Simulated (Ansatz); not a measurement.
Level of theory: DFT PBE, scalar-relativistic, plane waves, PAW (Ansatz 0.2.0). Settings: cutoff 420 eV, Γ-centred meshes spaced at most about 0.3 Å⁻¹, and about 0.25 Å⁻¹ or finer for metals (2π included), Gaussian smearing. No spin polarisation in the final relaxations.

These are static total energies at zero pressure.

Two relaxed structures of BeS5:

A.

```cif
data_structure
_symmetry_space_group_name_H-M 'P4/mmm'
_symmetry_Int_Tables_number 123
_cell_length_a 6.4507
_cell_length_b 6.4507
_cell_length_c 3.2800
_cell_angle_alpha 90.000
_cell_angle_beta 90.000
_cell_angle_gamma 90.000
_cell_volume 136.49
loop_
_atom_site_label
_atom_site_type_symbol
_atom_site_symmetry_multiplicity
_atom_site_Wyckoff_symbol
_atom_site_fract_x
_atom_site_fract_y
_atom_site_fract_z
_atom_site_occupancy
Be1 Be 1 b 0.00000 0.00000 0.50000 1
S1 S 4 n 0.84874 0.50000 0.00000 1
S2 S 1 d 0.50000 0.50000 0.50000 1
```

B.

```cif
data_structure
_symmetry_space_group_name_H-M 'F-43m'
_symmetry_Int_Tables_number 216
_cell_length_a 7.3112
_cell_length_b 7.3112
_cell_length_c 7.3112
_cell_angle_alpha 90.000
_cell_angle_beta 90.000
_cell_angle_gamma 90.000
_cell_volume 390.81
loop_
_atom_site_label
_atom_site_type_symbol
_atom_site_symmetry_multiplicity
_atom_site_Wyckoff_symbol
_atom_site_fract_x
_atom_site_fract_y
_atom_site_fract_z
_atom_site_occupancy
Be1 Be 4 a 0.00000 0.00000 0.00000 1
S1 S 16 e 0.12613 0.37387 0.87387 1
S2 S 4 c 0.25000 0.25000 0.25000 1
```

Question: Which is lower in energy, and by how much?

Answer: A is lower, by 208 meV/atom. A has space group P4/mmm (No. 123), 22.7 Å³/atom and no gap on its mesh; B has space group F-43m (No. 216), 16.3 Å³/atom and no gap. Counting S atoms around Be (those within 1.25 times the shortest such distance or 1.15 times the sum of covalent radii; a plus sign parts nearer from farther groups; the shortest distance is added where it is long for a bond), A has Be 16+4 from 3.7 Å and B has Be 16 from 3.0 Å. A holds S–S pairs (shortest 1.95 Å); in B the shortest S–S distance is 2.56 Å, near bonding range too. Even the lower one lies +1.07 eV/atom against the reference forms of the elements (uncorrected), so neither is stable at this level. In A, around Be lie 2 Be at 3.28 Å and 16 S at 3.75 Å (long contacts); S on a site of symmetry m2m is surrounded by 1 S at 1.95 Å, 2 S at 2.78 Å, 4 S at 3.18–3.28 Å and 4 Be at 3.75 Å; S on a site of symmetry 4/mmm has 8 S at 2.78 Å and 2 S at 3.28 Å. In B, Be is surrounded by 16 S at 3.03–3.17 Å (long contacts); around S on a site of symmetry 3m lie 6 S at 2.56–2.61 Å, 3 Be at 3.03 Å and 3 S at 3.03 Å; S on a site of symmetry -43m is surrounded by 12 S at 3.03 Å and 4 Be at 3.17 Å (long contacts). Both come from invented guesses. A third cell relaxed alike, in P4/mmm, lies 0.76 eV/atom below the lower of the two.

No dispersion correction is applied, so the spacing and binding between layers, chains or molecules are poorly described (P4/mmm), and this can change margins and order among such cells. A magnetic state wasn't ruled out in cells without spin, among them P4/mmm, F-43m. Cells relaxed within their symmetry can be saddle points.
